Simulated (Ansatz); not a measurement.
Space group P-31m (No. 162). a = 5.052 Å, b = 5.052 Å, c = 4.690 Å, α = 90.00°, β = 90.00°, γ = 120.00°
```tsv
atom	site	symmetry	x	y	z
Ti	6k	..m	0.3313	0.0000	0.2595
O	1a	-3.m	0.0000	0.0000	0.0000
```

Equation of state of this Ti6O structure (not necessarily the ground state), with shape and atoms relaxed at each volume where symmetry leaves them free. It has no gap at any of these volumes. The calculation used DFT PBEsol, scalar-relativistic, plane waves, PAW in Ansatz 0.2.0.

Settings: cutoff 420 eV, Γ-centred mesh 12×12×8 on the computed 7-atom cell, Gaussian smearing of 0.10 eV; no spin polarisation.

```tsv
V (Å³/atom)	E − E(largest V) (meV/atom)	P (GPa)
13.036	58.82	23.15
13.480	4.74	16.05
13.924	-31.00	9.91
14.369	-50.84	4.58
14.813	-56.93	-0.03
15.258	-51.11	-4.02
15.702	-35.02	-7.45
16.294	0.00	-11.31
```

Task: Fit a third-order Birch–Murnaghan equation to E(V).

Result: V0 = 14.81 Å³/atom, B0 = 143 GPa, B0' = 3.8.

Spin polarisation was left out, and a magnetic state may lie lower.